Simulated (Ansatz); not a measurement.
Input for Ansatz (plane-wave DFT, PAW):

```yaml
crystal:
  lattice:
    - [3.0393317261, 0.0, 0.0]
    - [0.0, 3.0393317261, 0.0]
    - [0.0, 0.0, 3.7792602174]
  atoms:
    - { symbol: Hg, position: [0.0, 0.0, 0.0] }
    - { symbol: Pd, position: [0.5, 0.5, 0.5] }
basis:
  ecutwfc: 420
kpoints:
  mp_grid: { grid: [14, 14, 12] }
hamiltonian:
  xc: pbesol
scf:
  occupations: { method: gaussian, width: 0.1 }
output:
  forces: true
  stress: true
  eigenvalues: true
relax:
  adjacent_minimum: "off"
  f_tol: 0.01
  max_steps: 30
  cell: { stress_tol: 0.1, fix: [volume] }
```

Launched with
```bash
ansatz run input.yaml --threads 1 --pin off --max-ram 2560MiB --backend cpu --events-out ev --progress --plain --runs-dir out
```

Method: DFT PBEsol, scalar-relativistic, plane waves, PAW in Ansatz 0.2.0.

Abridged output (final results; tables in files aren't shown):

```
SCF 2 converged in 4 iterations: F = -20575.155331 eV  dr2 = 4.98e-11
SCF converged after 4 iterations
Free energy (F): -20575.155331 eV
Harris-Foulkes:  -20575.155331 eV  (|F-HF|=1.82e-11)
Internal energy: -20575.152767 eV  (E = F + TS)
E sigma→0 (E₀):  -20575.154049 eV
Entropy (-TS):   -0.002565 eV (-1.282 meV/atom)
Fermi energy:    18.827249 eV
--- Per-component energies (eV) ---
  E_band       = -470.911850
  E_kinetic    = 1117.766782
  E_local      = -4003.861753  (includes V_loc(G=0)·N_el)
  E_nonlocal   = 296.042892
  E_hartree    = 1682.458626
  E_xc         = -386.855832
  E_vxc        = -473.215128  (∫ρ·V_xc dr)
  E_paw        = -13485.413906  (= ΣΔE_a)
  E_vpaw       = -772.563169  (= ΣTr[D̂ρ^β])
  E_aug_tail   = 0.001141  (compensation charges beyond the density's cutoff)
  E_ewald      = -5795.921893
  E_core_change = 0.631175  (= ΣΔE_core)
  E_smearing   = -0.002565  (= −TS)
--- Forces (eV/Å), atoms counted from 1 ---
  atom   1  Hg     0.00000000     0.00000000     0.00000000
  atom   2  Pd     0.00000000     0.00000000     0.00000000
--- Stress (GPa, compression-positive) ---
       -3.979658       0.000000       0.000000
        0.000000      -3.979658       0.000000
        0.000000       0.000000      -3.975310
  P = ⅓ Tr σ = -3.9782 GPa (-39.782 kbar)
--- Band table (eV; the first three rows and the last of 252) ---
  k-point 0: bands = ["-96.3267", "-65.2407", "-44.7054", "-44.7054", "-44.6947", "-31.0409", "-30.9635", "-30.9635", "9.2946", "10.4234", "10.7459", "11.9690", "11.9690", "12.4510", "15.5438", "16.1467", "17.3565", "17.3565", "17.5198", "21.2060", "26.6950", "26.9677", "26.9677"]
  k-point 1: bands = ["-96.3267", "-65.2407", "-44.7054", "-44.7054", "-44.6948", "-31.0413", "-30.9635", "-30.9635", "9.3665", "10.4356", "10.7932", "11.9761", "11.9761", "12.4559", "15.5179", "16.1117", "17.2975", "17.2975", "17.5098", "20.6353", "27.1495", "27.1495", "27.4138"]
  k-point 2: bands = ["-96.3267", "-65.2407", "-44.7054", "-44.7054", "-44.6950", "-31.0425", "-30.9636", "-30.9636", "9.5677", "10.4695", "10.9423", "11.9962", "11.9962", "12.4694", "15.4471", "15.9895", "17.1412", "17.1412", "17.4825", "19.4530", "27.6733", "27.6733", "29.0594"]
  k-point 251: bands = ["-96.3246", "-65.2315", "-44.7430", "-44.7430", "-44.6897", "-31.0334", "-31.0309", "-31.0309", "10.7158", "11.1840", "11.1840", "12.5083", "13.1652", "14.6366", "14.9205", "14.9205", "17.1766", "18.0646", "20.3627", "24.0849", "24.0849", "25.1118", "25.1118"]
--- Relaxed structure (1 steps of the walk, 1 accepted, 1 SCFs on fresh bases) ---
  F+E_penalty+E_count = -20575.15533126 eV   max|allowed force component| = 1.183e-29 eV/Å   (the final SCF, on the basis selected at the relaxed cell)
  cell:  # Å, volume = 34.9111 Å³
    - [3.0393317261, 0.0, 0.0]
    - [0.0, 3.0393317261, 0.0]
    - [0.0, 0.0, 3.7792602174]
  atoms:
    - { symbol: Hg, position: [0.0, 0.0, 0.0] }
    - { symbol: Pd, position: [0.50000000, 0.50000000, 0.5] }
```

The relaxation met its thresholds.

It took 18 s on 1 thread of Arm Neoverse V2 (shared host), peak memory 0.44 GiB.

Spin–orbit coupling is left out, which can shift energies with elements as heavy as these.